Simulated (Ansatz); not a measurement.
FeCo$_{5}$: computed properties

Theory: Ansatz 0.2.0, DFT PBE, scalar-relativistic, plane waves, PAW.

Plane waves to 420 eV, a k mesh through Γ of 14×14×4 on the computed 6-atom cell and Gaussian smearing (0.10 eV); collinear spin from starting moments 2.8 1.9 1.9 1.9 1.9 1.9 μB.

The structure is relaxed at this level of theory with its symmetry kept, and needn't be the ground state of this composition.

Space group P4/mmm (No. 123), tetragonal, a = 2.494 Å, c = 10.676 Å. Fe is surrounded by 4 Fe at 2.49 Å and 8 Co at 2.55 Å; Co on a site of symmetry 4mm is surrounded by 8 Co at 2.47–2.49 Å and 4 Fe at 2.55 Å; Co on a second site of symmetry 4mm is surrounded by 12 Co at 2.47–2.50 Å; Co on a site of symmetry 4/mmm is surrounded by 12 Co at 2.49–2.50 Å.

| Quantity | Value |
| --- | --- |
| Volume per atom | 11.07 Å³ |
| Formation energy from the elements' standard states (uncorrected) | +0.020 eV/atom |
| Kohn–Sham band gap | none (metal) |
| Density of states at the Fermi level | 6.2 states/eV per cell |
| Orbital (Löwdin) character within 0.5 eV of the Fermi level | Co 3d 78 %, Fe 3d 14 % |
| Bulk modulus | 199 GPa |
| Its pressure derivative | 4.7 |
| Bader charge by site (e) | Fe (1 in the cell) 0.15, Co (2 in the cell) -0.07, Co (2 in the cell) 0.00, Co (1 in the cell) 0.00 |
| Total moment | 10.77 μB per cell |
| Moment by site (μB) | Fe1 2.57, Co2 1.68, Co3 1.73, Co4 1.76, Co5 1.73, Co6 1.68 |

Only this magnetic start was tried.

The cell was found from a structure generator's guess, not taken from experiment. Löwdin shares on free-atom orbitals overweight diffuse shells.
